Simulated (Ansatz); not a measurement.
**zincblende-structured BiRu**

Level of theory: DFT, r²SCAN, scalar-relativistic, no spin polarisation; plane waves to 500 eV with PAW datasets (Ansatz 0.2.0), Γ-centred 10×10×10 mesh, 0.05 eV Gaussian smearing; PAW files: Ansatz's generated set soft_2.

```yaml
crystal:
  lattice:
    - [0.00000, 3.02309, 3.02309]
    - [3.02309, 0.00000, 3.02309]
    - [3.02309, 3.02309, 0.00000]
  atoms:
    - { symbol: Ru, position: [0.00000, 0.00000, 0.00000] }
    - { symbol: Bi, position: [0.25000, 0.25000, 0.25000] }
```

The structure was built from a prototype; whether the compound forms in it isn't claimed.

Cell and atoms are those of this level's equilibrium.

Path: Γ–X–U | K–Γ–L–W–X, with Γ = (0.000, 0.000, 0.000), X = (-0.500, -0.500, 0.000), U = (-0.375, -0.375, 0.250), K = (-0.375, 0.000, 0.375), L = (0.000, 0.000, 0.500), W = (-0.500, -0.250, 0.250) in reciprocal vectors of the calculation's cell.

Bands as a text map, energy in eV from the Fermi level (dashes), each leg drawn with the same width:
```
  2.86 |   *                                            
  2.57 |                 *  *     *      **             
  2.29 |    *                              *            
  2.00 |    *              *              *             
  1.71 |                *          *        *           
  1.43 |     *       ***   *               * **         
  1.14 |     *      *     *                    *****    
  0.86 |      *   **                        *       **  
  0.57 |       ********* **         *               ****
  0.29 |      *         **                   *   ***    
  0.00 |-------**-------*------------*--------***-----**
 -0.29 |         *******              *    ***      **  
 -0.57 |                               ****   ******    
 -0.86 |************************************************
 -1.14 |  *************** ***              ***        **
 -1.43 |                                                
 -1.71 |       ****                           **********
 -2.00 |     **   ******                    **      **  
 -2.29 |    *        *****                 *       *    
 -2.57 |   *            * **        *******       *     
 -2.86 |***               **********      **  ****      
 -3.14 |  *              *   *   **         **          
 -3.43 |   *            * ***      *       ******       
 -3.71 |    *         **            *******      **     
 -4.00 |     *    ****                             **   
 -4.29 |      ****                                   ***
 -4.57 |                                                
 -4.86 |                                                
        Γ      X      UK       Γ       L       W       X
```

Problem. By these bands, is it a metal or an insulator, and if it has a gap, where are the band edges on this path?

Solution. A metal: bands cross the Fermi level.

The calculation's cell holds 31 valence electrons, an odd number. Without magnetic order each band takes two, so one stays part-filled and the crystal must be a metal. (Only strong correlation, outside this picture, could make a Mott insulator of it.)

Scalar-relativistic only: spin–orbit splittings of the heavy atoms' levels are missing.
